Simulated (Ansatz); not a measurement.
A band-structure calculation of Ga4SbP3, ordered on the wurtzite lattice (P3m1) with 8 atoms a cell with the plane-wave code Ansatz, at the level PBE. Cell and atoms come from a relaxation with r2SCAN.

input.yaml:
```yaml
crystal:
  lattice:
    - [3.963441713, 0.0, 0.0]
    - [-1.9817208565, 3.4324412099, 0.0]
    - [0.0, 0.0, 13.0915315565]
  atoms:
    - { symbol: P, position: [0.6666666667, 0.3333333333, -0.0109668175] }
    - { symbol: P, position: [0.6666666667, 0.3333333333, 0.5109243204] }
    - { symbol: P, position: [0.3333333333, 0.6666666667, 0.7499524876] }
    - { symbol: Sb, position: [0.3333333333, 0.6666666667, 0.2476266316] }
    - { symbol: Ga, position: [0.6666666667, 0.3333333333, 0.8071300841] }
    - { symbol: Ga, position: [0.6666666667, 0.3333333333, 0.3314492791] }
    - { symbol: Ga, position: [0.3333333333, 0.6666666667, 0.5684105928] }
    - { symbol: Ga, position: [0.3333333333, 0.6666666667, 0.045473422] }
kpoints:
  mp_grid: { grid: [12, 12, 2] }
  band_path:
    path:
      - [[0.0, 0.0, 0.0], [0.5, -9.276617365147e-18, -2.667201818355e-18], [0.3333333333333, 0.3333333333333, -3.556269091111e-18], [0.0, 0.0, 0.0], [2.668466966728e-36, 1.145743393206e-36, 0.5], [0.5, -9.337682786726e-18, 0.5], [0.3333333333333, 0.3333333333333, 0.5], [2.668466966728e-36, 1.145743393206e-36, 0.5]]
      - [[0.5, -9.337682786726e-18, 0.5], [0.5, -9.276617365147e-18, -2.667201818355e-18]]
      - [[0.3333333333333, 0.3333333333333, 0.5], [0.3333333333333, 0.3333333333333, -3.556269091111e-18]]
    npoints: 10
hamiltonian:
  xc: pbe
scf:
  occupations: { method: fermi_dirac, width: 0.02 }
  n_extra_bands: 6
output:
  forces: true
  stress: true
  eigenvalues: true
```

Command: `ansatz run input.yaml --threads 4 --pin off --max-ram 6451MiB --backend cpu --events-out ev --progress --plain --runs-dir out`.

**Question.** What wall time did it need on 4 threads of Arm Neoverse V2, on a shared host, load about 0.5 per core, and how much host memory at the peak?

**Answer.** About 22 s, with a peak of 0.76 GiB.

Output, abridged:
```
scf.n_extra_bands = 6 over 41 filled bands (N_el = 82.0): the run solves 47 bands
Functional definition: PBE
Crystal: 8 atoms, lattice volume = 178.101 Å³
Basis set: ecut = 420 eV, 3547 PW (Γ)
Symmetry: 6 space group operations
Space group: P3m1 (ITA 156)
k-points: 38 of 288 (time reversal used)
NSCF: frozen V_eff on 93 k-points
SCF converged after 9 iterations
Free energy (F): -23885.885686 eV
Internal energy: -23885.885252 eV  (E = F + TS)
E sigma→0 (E₀):  -23885.885469 eV
Entropy (-TS):   -0.000434 eV (-0.054 meV/atom)
Fermi energy:    8.342702 eV
--- Forces (eV/Å), atoms counted from 1 ---
  atom   1  P       0.00000      0.00000    -0.00400
  atom   2  P       0.00000      0.00000      0.04482
  atom   3  P       0.00000      0.00000      0.00935
  atom   4  Sb      0.00000      0.00000    -0.08076
  atom   5  Ga      0.00000      0.00000      0.00171
  atom   6  Ga      0.00000      0.00000      0.02671
  atom   7  Ga      0.00000      0.00000    -0.03113
  atom   8  Ga      0.00000      0.00000      0.03324
--- Stress (GPa, compression-positive) ---
        2.114289       0.000000       0.000000
        0.000000       2.114289       0.000000
        0.000000       0.000000       2.403644
  P = ⅓ Tr σ = 2.2107 GPa (22.107 kbar)
--- Band table (eV; the first three rows and the last of 38) ---
  k-point 0: bands = […, 6.2239, 6.6760, 6.6760, 7.0853, 7.9677, 8.3558, 8.3558, 8.3794, 8.6542, 10.2663, …]
  k-point 1: bands = […, 6.1714, 6.1714, 6.7222, 6.7222, 8.0195, 8.3356, 8.3356, 8.5496, 9.1717, 10.7048, …]
  k-point 2: bands = […, 6.0498, 6.1065, 6.5727, 7.0007, 7.5382, 8.1840, 8.5153, 8.9149, 9.1294, 10.4910, …]
  k-point 37: bands = […, 4.0670, 4.4984, 4.7078, 4.8166, 4.8937, 5.3098, 10.1008, 10.3026, 10.4992, 10.5670, …]
```

The rows of the band table are 0: (0, 0, 0) = Γ, 1: (0, 0, -1/2) = A, 2: (0, 0.083, 0), 37: (1/3, 1/3, -1/2) = H.

Levels along the path, in eV from the valence top (v1 is the last filled band, c1 the first empty one):
```tsv
point	distance (1/Å)	v2	v1	c1	c2
Γ	0.00	-0.39	0.00	0.00	0.02
·	0.46	-2.08	-1.00	0.56	0.94
M	0.92	-2.89	-1.67	0.15	0.32
·	1.18	-2.86	-2.56	0.96	1.03
K	1.44	-2.90	-2.47	1.10	1.14
·	1.97	-2.25	-1.84	1.50	1.70
Γ	2.50	-0.39	0.00	0.00	0.02
·	2.62	-0.35	-0.01	-0.01	0.21
A	2.74	-0.34	-0.02	-0.02	0.19
·	3.20	-2.07	-1.05	0.34	0.72
L	3.66	-2.76	-1.73	0.21	0.35
·	3.92	-2.92	-2.78	1.25	1.31
H	4.18	-3.46	-3.05	1.75	1.95
·	4.71	-2.07	-1.90	1.03	1.43
A	5.24	-0.34	-0.02	-0.02	0.19
L	5.24	-2.76	-1.73	0.21	0.35
·	5.34	-2.72	-1.70	0.14	0.25
·	5.46	-2.88	-1.67	0.14	0.31
M	5.48	-2.89	-1.67	0.15	0.32
H	5.48	-3.46	-3.05	1.75	1.95
·	5.55	-3.26	-2.88	1.47	1.78
·	5.67	-2.93	-2.51	1.13	1.20
K	5.72	-2.90	-2.47	1.10	1.14
```

With PBE the bands overlap by 0.09 eV (counted from 1, band 41 peaks at Γ and band 42 bottoms out at A–L (0.10 of the way from A)): no gap. Edges are sought over the mesh and the listed points. The mean pressure at these positions is +2.21 GPa, compression counted positive. The largest force is 0.08 eV/Å.

These are computed values for a spin-unpolarised cell that may be hypothetical; none is a measurement.

Spin-orbit coupling is left out, which matters wherever the heavy atoms make up the band edges.

Where bands overlap, v1 and c1 are numbered by the electron count and aren't everywhere filled or empty.

Gaps or overlaps of about a tenth of an eV are at the limit of these meshes: between the points read a gap can be smaller or closed.
